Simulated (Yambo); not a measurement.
Yambo run on MgTe (zinc blende, space group F-43m, No. 216). The wavefunctions come from this Quantum ESPRESSO step (PBE, PseudoDojo stringent norm-conserving files, scalar-relativistic):

```
&CONTROL
  calculation = 'nscf'
  pseudo_dir = './pseudo'
  outdir = './out'
/
&SYSTEM
  ibrav = 0
  nat = 2
  ntyp = 2
  ecutwfc = 106.6
  ecutrho = 426.4
  occupations = 'fixed'
  force_symmorphic = .true.
  nbnd = 297
/
&ELECTRONS
  conv_thr = 2e-09
  diago_full_acc = .true.
  diago_thr_init = 1e-08
/
ATOMIC_SPECIES
Mg 24.3050 Mg.upf
Te 127.6000 Te.upf
CELL_PARAMETERS angstrom
  0.000000000000   3.219291397000   3.219291397000
  3.219291397000   0.000000000000   3.219291397000
  3.219291397000   3.219291397000   0.000000000000
ATOMIC_POSITIONS crystal
Mg   0.000000000000   0.000000000000   0.000000000000
Te   0.250000000000   0.250000000000   0.250000000000
K_POINTS automatic
4 4 4 0 0 0
```

Yambo input:

```
rim_cut
gw0
dyson
el_el_corr
HF_and_locXC
ppa
em1d
RandQpts= 1000000
RandGvec= 1 Ry
EXXRLvcs= 106.6 Ry
VXCRLvcs= 426.4 Ry
Chimod= "HARTREE"
% BndsRnXp
 9 | 296 |
%
NGsBlkXp= 15 Ry
% LongDrXp
 1.0 | 1.0 | 1.0 |
%
PPAPntXp= 27.2114 eV
% GbndRnge
 1 | 296 |
%
GTermKind= "BG"
DysSolver= "n"
ExtendOut
% QPkrange
 1 | 1 | 17 | 18 |
 3 | 3 | 17 | 18 |
 7 | 7 | 17 | 18 |
 8 | 8 | 17 | 18 |
%
```

k points by index: 1 = Γ, 3 = L, 7 = X, 8 = W.

The o-*.qp file then holds:

```
#    K-point    Band    Eo [eV]    E [eV]    E-Eo [eV]    Vxc [eV]    Vnlxc [eV]    Sc|Eo [eV]    Sc|E [eV]    dSc/dw|Eo [eV]    Re(Z)    Im(Z)
#
    1    17    0.000000    -1.109702    -1.109702    -12.60531    -14.83037    0.825261    1.115360    -7.112829    0.792772    -0.001633
    1    18    2.462511    2.711270    0.248759    -9.830425    -6.101816    -3.422765    -3.479850    -6.241010    0.813433    -0.001549
    3    17    -0.423237    -1.555741    -1.132504    -12.29985    -14.68884    0.956020    1.256485    -7.218628    0.790336    -0.001676
    3    18    3.244145    3.544185    0.300040    -9.286281    -5.473803    -3.442580    -3.512438    -6.332556    0.811213    -0.001580
    7    17    -1.194803    -2.385203    -1.190401    -11.58959    -14.29766    1.193387    1.517669    -7.411827    0.785925    -0.001764
    7    18    2.837350    2.897296    0.059946    -7.198120    -3.806281    -3.318409    -3.331893    -6.105606    0.816739    -0.001582
    8    17    -1.465672    -2.642737    -1.177065    -11.00736    -13.69274    1.188397    1.508308    -7.394758    0.786313    -0.001785
    8    18    4.587449    4.646851    0.059403    -8.210394    -4.534269    -3.602588    -3.616722    -6.456899    0.808217    -0.001668
```
(The two width columns are left out.) Convergence of these settings isn't established.

Spin-orbit coupling is not included.

Geometry relaxed with PBEsol.

This is not the ordinary phase of the substance; no match was found in the copy of COD used, and its stability was not checked.
